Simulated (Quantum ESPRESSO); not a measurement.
# GaAl7N8: input and log of a self-consistent run

Computed values, not a measurement. The program is pw.x of Quantum ESPRESSO 7.5 (plane-wave density functional theory). The cell is made up: 16 atoms on a doubled zincblende/diamond lattice, with randomly drawn elements, strain and displacements, not relaxed. PseudoDojo standard norm-conserving files (v0.5 for PBE, v0.4.1 for LDA and PBEsol) set the functional; there is no spin polarisation, spin-orbit coupling or dispersion term, and the masses in the input are unused placeholders.

Input:

```
&control calculation='scf', pseudo_dir='./dojo.nc.sr.pbe.v0_5.standard.upf', outdir='./o', disk_io='medium', tprnfor=.true., tstress=.true. /
&system ibrav=0, nat=16, ntyp=3, nbnd=43, ecutwfc=84.00895049, nosym=.true., tot_charge=0,
 occupations='smearing', smearing='fd', degauss=0.0018374661
/
&electrons conv_thr=7.350e-09, electron_maxstep=60, /
ATOMIC_SPECIES
Al 1.0 Al.upf
Ga 1.0 Ga.upf
N 1.0 N.upf
CELL_PARAMETERS angstrom
4.3897 -0.0176 -0.0334
-0.0176 4.3474 0.0327
-0.0669 0.0655 8.5725
ATOMIC_POSITIONS angstrom
Ga 0.026 0.0097 0.0209
Al 0.0413 2.2405 2.1502
Al 2.174 -0.0513 2.1308
Al 2.2092 2.1441 -0.0706
Al -0.0148 0.0312 4.3364
Al -0.0791 2.2065 6.4421
Al 2.1642 0.013 6.4104
Al 2.191 2.1557 4.3249
N 1.1951 1.1136 1.0923
N 1.0553 3.3252 3.1673
N 3.2739 1.0989 3.2009
N 3.3021 3.2372 1.0558
N 1.1108 1.0558 5.4165
N 1.0049 3.2882 7.497
N 3.2364 1.1418 7.4595
N 3.2242 3.2661 5.3173
K_POINTS automatic
5 5 3 1 1 1
```

The log is shortened where brackets say so; the opening notice, blank lines, dates and the lines on written files are dropped, and the path of the files is cut. It prints rydbergs, bohrs and kilobars, and counts compression as positive stress. With no partly filled state, the Fermi energy that it prints is only some level between the filled and the empty states on the mesh, and need not lie in the true gap.

```
     Program PWSCF v.7.5
     Parallel version (MPI & OpenMP), running on       1 processor cores
     Number of MPI processes:                 1
     Threads/MPI process:                     1
     [start-up lines left out]
     bravais-lattice index     =            0
     lattice parameter (alat)  =       8.2956  a.u.
     unit-cell volume          =    1103.8522 (a.u.)^3
     number of atoms/cell      =           16
     number of atomic types    =            3
     number of electrons       =        74.00
     number of Kohn-Sham states=           43
     kinetic-energy cutoff     =      84.0090  Ry
     charge density cutoff     =     336.0358  Ry
     scf convergence threshold =      7.3E-09
     mixing beta               =       0.7000
     number of iterations used =            8  plain     mixing
     Exchange-correlation= PBE
                           (   1   4   3   4   0   0   0)
     [axes and pseudopotential details left out]
   Cartesian axes
     site n.     atom                  positions (alat units)
         1        Ga     tau(   1) = (   0.0059227   0.0022096   0.0047610  )
         2        Al     tau(   2) = (   0.0094080   0.5103805   0.4898103  )
         3        Al     tau(   3) = (   0.4952319  -0.0116860   0.4853911  )
         4        Al     tau(   4) = (   0.5032504   0.4884208  -0.0160825  )
         5        Al     tau(   5) = (  -0.0033714   0.0071073   0.9878214  )
         6        Al     tau(   6) = (  -0.0180188   0.5026354   1.4674948  )
         7        Al     tau(   7) = (   0.4929995   0.0029614   1.4602736  )
         8        Al     tau(   8) = (   0.4991045   0.4910632   0.9852017  )
         9        N      tau(   9) = (   0.2722409   0.2536754   0.2488233  )
        10        N      tau(  10) = (   0.2403948   0.7574725   0.7215033  )
        11        N      tau(  11) = (   0.7457865   0.2503268   0.7291573  )
        12        N      tau(  12) = (   0.7522104   0.7374263   0.2405087  )
        13        N      tau(  13) = (   0.2530375   0.2405087   1.2338656  )
        14        N      tau(  14) = (   0.2289138   0.7490440   1.7077984  )
        15        N      tau(  15) = (   0.7372441   0.2600993   1.6992560  )
        16        N      tau(  16) = (   0.7344649   0.7440097   1.2112680  )
     number of k points=    38  Fermi-Dirac smearing, width (Ry)=  0.0018
                       cart. coord. in units 2pi/alat
        k(    1) = (   0.1010571   0.1007437   0.0853667), wk =   0.0533333
        k(    2) = (   0.0984696   0.1033014  -0.2560641), wk =   0.0533333
     [further k points left out]
     Dense  grid:   114747 G-vectors     FFT dimensions: (  50,  48,  96)
     Estimated max dynamical RAM per process >     168.07 MB
     Initial potential from superposition of free atoms
     starting charge      73.9801, renormalised to      74.0000
     Starting wfcs are   69 randomized atomic wfcs
     total cpu time spent up to now is       26.4 secs
     per-process dynamical memory:   110.8 Mb
     Self-consistent Calculation
     iteration #  1     ecut=    84.01 Ry     beta= 0.70
     Davidson diagonalization with overlap
     ethr =  1.00E-02,  avg # of iterations =  3.0
     total cpu time spent up to now is       77.9 secs
     total energy              =    -350.73096185 Ry
     estimated scf accuracy    <       4.88166694 Ry
     iteration #  2     ecut=    84.01 Ry     beta= 0.70
     Davidson diagonalization with overlap
     ethr =  6.60E-03,  avg # of iterations =  2.0
     total cpu time spent up to now is      117.4 secs
     total energy              =    -352.30223282 Ry
     estimated scf accuracy    <       3.02334349 Ry
     iteration #  3     ecut=    84.01 Ry     beta= 0.70
     Davidson diagonalization with overlap
     ethr =  4.09E-03,  avg # of iterations =  2.0
     total cpu time spent up to now is      156.7 secs
     total energy              =    -352.73501193 Ry
     estimated scf accuracy    <       0.08319384 Ry
     iteration #  4     ecut=    84.01 Ry     beta= 0.70
     Davidson diagonalization with overlap
     ethr =  1.12E-04,  avg # of iterations =  5.4
     total cpu time spent up to now is      225.9 secs
     total energy              =    -352.78747398 Ry
     estimated scf accuracy    <       0.04133056 Ry
     iteration #  5     ecut=    84.01 Ry     beta= 0.70
     Davidson diagonalization with overlap
     ethr =  5.59E-05,  avg # of iterations =  5.1
     total cpu time spent up to now is      284.2 secs
     total energy              =    -352.78806716 Ry
     estimated scf accuracy    <       0.02601239 Ry
     [iterations 6 to 9 left out]
     iteration # 10     ecut=    84.01 Ry     beta= 0.70
     Davidson diagonalization with overlap
     ethr =  3.12E-09,  avg # of iterations =  5.0
     total cpu time spent up to now is      508.4 secs
     total energy              =    -352.78752693 Ry
     estimated scf accuracy    <       0.00000534 Ry
     iteration # 11     ecut=    84.01 Ry     beta= 0.70
     Davidson diagonalization with overlap
     ethr =  3.12E-09,  avg # of iterations =  2.0
     total cpu time spent up to now is      544.8 secs
     total energy              =    -352.78752717 Ry
     estimated scf accuracy    <       0.00000062 Ry
     iteration # 12     ecut=    84.01 Ry     beta= 0.70
     Davidson diagonalization with overlap
     ethr =  8.39E-10,  avg # of iterations =  2.9
     total cpu time spent up to now is      590.8 secs
     total energy              =    -352.78752733 Ry
     estimated scf accuracy    <          9.0E-09 Ry
     iteration # 13     ecut=    84.01 Ry     beta= 0.70
     Davidson diagonalization with overlap
     ethr =  1.22E-11,  avg # of iterations =  5.5
     total cpu time spent up to now is      654.3 secs
     total energy              =    -352.78752734 Ry
     estimated scf accuracy    <       0.00000003 Ry
     iteration # 14     ecut=    84.01 Ry     beta= 0.70
     Davidson diagonalization with overlap
     ethr =  1.22E-11,  avg # of iterations =  2.0
     total cpu time spent up to now is      703.5 secs
     End of self-consistent calculation
          k = 0.1011 0.1007 0.0854 ( 14336 PWs)   bands (ev):
    -7.4131  -6.6189  -6.0721  -5.8218  -5.6923  -5.2607  -4.9922  -4.8252
    -4.8049  -4.4618  -4.0351  -3.9251  -3.7592   2.3579   2.8431   3.0430
     3.3483   3.4570   4.0506   4.2265   4.4232   5.0364   5.3167   5.3554
     5.4734   5.6261   5.7768   5.7908   5.9053   6.1593   6.3909   6.4446
     6.8852   7.0074   7.2864   7.6990   7.8719  11.5560  11.5979  11.8057
    12.4472  13.6067  13.9507
     [levels at the other k points left out]
     the Fermi energy is    10.1237 ev
!    total energy              =    -352.78752734 Ry
     estimated scf accuracy    <          5.9E-09 Ry
     smearing contrib. (-TS)   =       0.00000000 Ry
     internal energy E=F+TS    =    -352.78752734 Ry
     The total energy is F=E-TS. E is the sum of the following terms:
     one-electron contribution =    -113.35748722 Ry
     hartree contribution      =     110.49252149 Ry
     xc contribution           =    -107.96097169 Ry
     ewald contribution        =    -241.96158992 Ry
     convergence has been achieved in  14 iterations
     Forces acting on atoms (cartesian axes, Ry/au):
     atom    1 type  2   force =     0.01850390    0.01228807    0.00058740
     atom    2 type  1   force =    -0.03327490   -0.06540306   -0.00861858
     atom    3 type  1   force =     0.06702610    0.04633037   -0.01826539
     atom    4 type  1   force =     0.00652761    0.01388355    0.04234845
     atom    5 type  1   force =     0.00351629    0.00065562   -0.05464573
     atom    6 type  1   force =     0.03122937   -0.00364436   -0.01558610
     atom    7 type  1   force =     0.01854266   -0.02974176    0.02622843
     atom    8 type  1   force =    -0.03406113   -0.00225372   -0.06074817
     atom    9 type  3   force =    -0.03299256    0.01780914   -0.00150905
     atom   10 type  3   force =     0.00208721   -0.03388420    0.10379168
     atom   11 type  3   force =     0.01782656    0.00074597    0.00527335
     atom   12 type  3   force =    -0.04646580   -0.01859606    0.01338604
     atom   13 type  3   force =    -0.05230068    0.06103373   -0.03365946
     atom   14 type  3   force =     0.03444186   -0.00727861   -0.02226457
     atom   15 type  3   force =    -0.02136133   -0.00521634   -0.02052754
     atom   16 type  3   force =     0.02075484    0.01327167    0.04420923
     Total force =     0.234765     Total SCF correction =     0.000031
     Computing stress (Cartesian axis) and pressure
          total   stress  (Ry/bohr**3)                   (kbar)     P=      124.69
   0.00075496   0.00021685   0.00022327          111.06       31.90       32.84
   0.00021685   0.00085596  -0.00028572           31.90      125.92      -42.03
   0.00022327  -0.00028572   0.00093187           32.84      -42.03      137.08
     init_run     :     25.16s CPU     26.27s WALL (       1 calls)
     electrons    :    639.91s CPU    677.08s WALL (       1 calls)
     forces       :     12.02s CPU     12.15s WALL (       1 calls)
     stress       :     41.33s CPU     42.86s WALL (       1 calls)
     [timing details left out]
     PWSCF        :  11m58.78s CPU  12m40.01s WALL
     JOB DONE.
```

In other units: free energy -4799.919 eV for the cell, pressure 12.47 GPa, largest force component 2.669 eV/Å. A rerun of this cell at a cutoff of 1437 eV and k mesh 7 x 7 x 5 moved values by no more than 0.006 eV in energy, 0.03 GPa in stress and 0.002 eV/Å in force.